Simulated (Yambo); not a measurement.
**Optical response of LiTaF₆**

```
LiTaF6
1.0
    2.58467     1.49226     4.52600
   -2.58467     1.49226     4.52600
    0.00000    -2.98452     4.52600
Li F Ta
1 6 1
Cartesian
  0.00000   0.00000   6.78900
 -1.59108   0.28798   5.63022
  1.59108  -0.28798   7.94778
  1.04494   1.23392   5.63022
 -1.04494  -1.23392   7.94778
  0.54614  -1.52191   5.63022
 -0.54614   1.52191   7.94778
  0.00000   0.00000   0.00000
```

Yambo, RPA with local fields on PBEsol bands; 4×4×4 mesh, 90 bands, 3 Ry local-field block, 0.2 eV broadening; field along z.

```
E (eV)  Im ε  Re ε  Im ε, independent particles
------  ----  ----  ---------------------------
0.0     0.00  2.16                         0.00
0.6     0.00  2.17                         0.00
1.2     0.00  2.18                         0.01
1.9     0.01  2.19                         0.01
2.5     0.01  2.22                         0.02
3.1     0.01  2.25                         0.03
3.8     0.02  2.30                         0.04
4.4     0.02  2.36                         0.06
5.0     0.03  2.45                         0.10
5.6     0.06  2.59                         0.20
6.2     0.12  2.83                         0.63
6.9     0.65  3.12                         4.57
7.5     1.14  3.01                         3.06
8.1     1.33  2.81                         1.22
8.8     1.52  1.06                         0.39
9.4     0.47  1.93                         0.38
10.0    0.72  2.15                         0.79
10.6    0.79  2.65                         0.97
11.2    1.27  2.67                         1.98
11.9    1.70  2.48                         2.87
12.5    1.83  2.28                         2.73
13.1    2.52  1.76                         1.87
13.8    1.81  0.75                         1.03
14.4    1.55  0.69                         0.83
15.0    1.12  0.69                         0.79
15.6    1.20  0.68                         0.86
16.2    0.80  0.73                         0.73
16.9    0.72  0.96                         0.75
17.5    0.72  1.13                         0.87
18.1    0.79  1.19                         0.93
18.8    0.91  1.20                         1.02
19.4    0.98  1.18                         1.17
20.0    1.01  1.06                         1.15
```

Peak heights and small wiggles depend on the k mesh. Convergence of the RPA response with its 4×4×4 mesh was not tested. No excitonic effects at this level.

Spin-orbit coupling is left out, which matters for elements this heavy: edges can move by tenths of an eV.

Geometry of the Materials Project entry, not relaxed at this level.

The structure is a Materials Project entry; no match was found in the copy of COD used, and its stability was not checked.
